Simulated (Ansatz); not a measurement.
Consider the following.

MoS2 (2H-MoS2 type, space group P6_3/mmc)

```cif
data_Mo2S4
_chemical_formula_sum 'Mo2 S4'
_space_group_name_H-M_alt 'P63/mmc'
_space_group_IT_number 194
_space_group_name_Hall '-P 6c 2c'
_cell_length_a 3.17300
_cell_length_b 3.17300
_cell_length_c 12.43657
_cell_angle_alpha 90.000
_cell_angle_beta 90.000
_cell_angle_gamma 120.000
loop_
_atom_site_label
_atom_site_type_symbol
_atom_site_symmetry_multiplicity
_atom_site_Wyckoff_symbol
_atom_site_fract_x
_atom_site_fract_y
_atom_site_fract_z
_atom_site_occupancy
Mo1 Mo 2 c 0.33333 0.66667 0.25000 1
S1 S 4 f 0.66667 0.33333 0.12491 1
```

The volume is varied about the relaxed value V₀ at fixed cell shape. The atoms relax within the cell's symmetry.

All values below come from r2SCAN+rVV10 (plane waves to 500 eV, PAW, scalar-relativistic; Ansatz, a quantum-chemistry and plane-wave program). k mesh 12×12×3 (Γ-centred), Fermi-Dirac smearing 0.05 eV. E stands for the smeared free energy. Compression counts positive. With the shape held, the modulus is that of even scaling; a crystal free to change shape is softer. MoS2 is run without spin polarisation. MoS2 was relaxed with its symmetry unable to fall. The zero of ΔE is the relaxed starting cell.

The scan covers V/V₀ from 0.940 to 1.060 in 9 points.

Q: What is the fitted pressure derivative B₀′?

A: 4.0.

Q: What bulk modulus at fixed cell shape B₀ follows from a third-order Birch-Murnaghan fit?

A: 75.2 GPa.

(A scan under strain: stresses follow from slopes of the energy per volume, elastic moduli from its curvatures.)
